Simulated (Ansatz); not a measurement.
All numbers below come from Ansatz, DFT PBE, scalar-relativistic, plane waves, PAW. Several structures of Y5F from a search were relaxed, and the powder pattern of one of them was computed from 10° to 70° in 2θ (λ = 1.5406 Å).

Cu Kα1 powder pattern (kinematic, no thermal factors).
2θ (°) (relative intensity): 28.69 (43), 29.32 (7), 29.98 (34), 31.15 (44), 34.00 (100), 36.16 (3), 37.66 (11), 41.98 (23), 42.46 (2), 46.80 (3), 50.83 (32), 52.05 (5), 57.67 (26), 59.41 (5), 59.77 (1), 60.14 (28), 60.83 (7), 62.30 (3), 62.57 (16), 63.96 (3), 64.96 (2), 67.97 (5), 68.32 (2), 69.36 (1), 70.00 (3)

Question: Which structure gives it?
1. Space group P4/mmm (No. 123), tetragonal, a = 3.438 Å, c = 14.136 Å. Y on a site of symmetry 4mm is surrounded by 12 Y at 3.44–3.62 Å; Y on a second site of symmetry 4mm is surrounded by 4 F at 3.05 Å and 9 Y at 3.44–3.67 Å; around F lie 8 Y at 3.05 Å and 4 F at 3.44 Å; 1 more site not described.
2. Space group P-6m2 (No. 187), hexagonal, a = 3.590 Å, c = 14.891 Å. Y on a site of symmetry 3m is surrounded by 3 F at 2.72 Å and 10 Y at 3.47–3.59 Å; Y on a second site of symmetry 3m is surrounded by 12 Y at 3.47–3.59 Å; F has 6 Y at 2.72 Å; 1 more site not described.
3. Space group I4/m (No. 87), tetragonal, a = 8.053 Å, c = 5.064 Å. Y on a site of symmetry m is surrounded by 1 F at 2.55 Å and 12 Y at 3.58–3.61 Å; Y on a site of symmetry 4/m has 2 F at 2.53 Å and 12 Y at 3.59–3.60 Å; around F lie 6 Y at 2.53–2.55 Å.

Answer: 2. Its strongest line, at 2θ = 34.00°, has d = λ/(2 sin θ) = 2.635 Å and is the (1 0 3) reflection of the conventional P-6m2 cell with a = 3.590 Å, c = 14.891 Å. The others have their strongest lines at 30.4° (I4/m); 32.2° (P4/mmm). In energy it lies 74 meV/atom above the lowest of those shown.

These are computed cells and needn't be stable.
